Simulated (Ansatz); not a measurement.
Si3Ge: computed property card

Si3Ge:
```xyz
4
Lattice="3.9139 0.0000 0.0000 0.0000 3.9139 0.0000 0.0000 0.0000 5.5272" Properties=species:S:1:pos:R:3 pbc="T T T"
Si     1.9569     0.0000     4.1780
Si     0.0000     0.0000     0.0000
Si     0.0000     1.9569     1.3492
Ge     1.9569     1.9569     2.7636
```

Space group P-4m2 (No. 115); conventional cell a = b = 3.914 Å, c = 5.527 Å, α = β = γ = 90.00°.

Method: PBE (plane waves, PAW; program Ansatz). The cell and atoms are relaxed at this level. Other levels are named where they apply.

Cell and energy:

```
Property                                                       Value
-----------------------------------------------------  -------------
Volume per atom                                             21.17 Å³
Density                                                   3.08 g/cm³
Formation energy from the elements (no fitted shifts)  0.016 eV/atom
```

Electronic structure:

```
Property                                                                                        Result
--------------------------------------------------------------  --------------------------------------
Band gap                                                                            0.39 eV (indirect)
Valence-band maximum                                                                              at Γ
Conduction-band minimum                                                                           at M
Smallest direct gap on the standard path                                                       0.67 eV
Electron effective mass                                         0.19, 0.41, 0.41 mₑ (principal values)
Electron effective mass with spin–orbit coupling                0.19, 0.41, 0.41 mₑ (principal values)
Weight of the conduction-edge state by species (Voronoi cells)                        Si 83 %, Ge 17 %
Hole effective mass, band 1 of 2 at the edge                            2.3 along x, 0.26 along z (mₑ)
Hole effective mass, band 2 of 2 at the edge                          0.079 along x, 0.26 along z (mₑ)
Hole effective mass with spin–orbit coupling                    0.15, 0.16, 0.25 mₑ (principal values)
Weight of the valence-edge state by species (Voronoi cells)                           Si 73 %, Ge 27 %
Gap with spin–orbit coupling                                                                   0.35 eV
```

Mechanics:

```
Quantity                               Value
----------------------------------  --------
Bulk modulus (Birch–Murnaghan fit)  814 kbar
Pressure derivative B′                   4.4
```

The start of the workflow was typed in or built on a structure type; neither database checked (COD, Materials Project) lists it. Its standing as an ambient phase is unchecked. The PBE relaxation kept the symmetry of its start; its stability against distortions is not shown here. The references are the lowest solids computed at this level, not always the standard phases. Spin–orbit coupling is left out wherever it is not named.

Potentials: the earlier of the program's two PAW sets.
